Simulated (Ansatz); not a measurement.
The relaxed structure here is a generated cell of SnS2: the first start was made by placing the elements on the sites of a structure type, and the end was not matched to a known phase here, so it may be hypothetical. Known forms of SnS2 include space group No. 164.

A structure of SnS$_{2}$ relaxed with PBEsol (plane waves to 420 eV, PAW, scalar-relativistic; Ansatz, an electronic-structure program); single points at other levels follow on the same geometry (Ansatz, PAW; PBEsol+SOC at 420 eV on a 6×6×9 k-mesh; spin-orbit coupling only where +SOC is written). Space group Pnnm (No. 58).

SnS₂ has the orthorhombic space group Pnnm (No. 58), Pearson symbol oP6. Lattice parameters: a = 5.804 Å, b = 6.188 Å, c = 3.740 Å, α = 90.00°, β = 90.00°, γ = 90.00°. Sn on 2a is coordinated by 6 S at 2.526–2.649 Å (octahedral). S on 4g is surrounded by 3 Sn at 2.526–2.649 Å. (Neighbours: up to the widest gap in distance over summed covalent radii, below 1.35, at either atom; cation-cation and far metal-metal contacts left out.)

```tsv
level	gap (eV)	kind	conduction minimum
PBEsol	0.35	direct	Γ
PBEsol+SOC	0.35	direct	Γ
```

The shift from spin-orbit coupling is approximate. No spin polarisation in the result.

The run could not lose the symmetry of its start: the end is stationary, and may be a saddle point rather than a minimum.
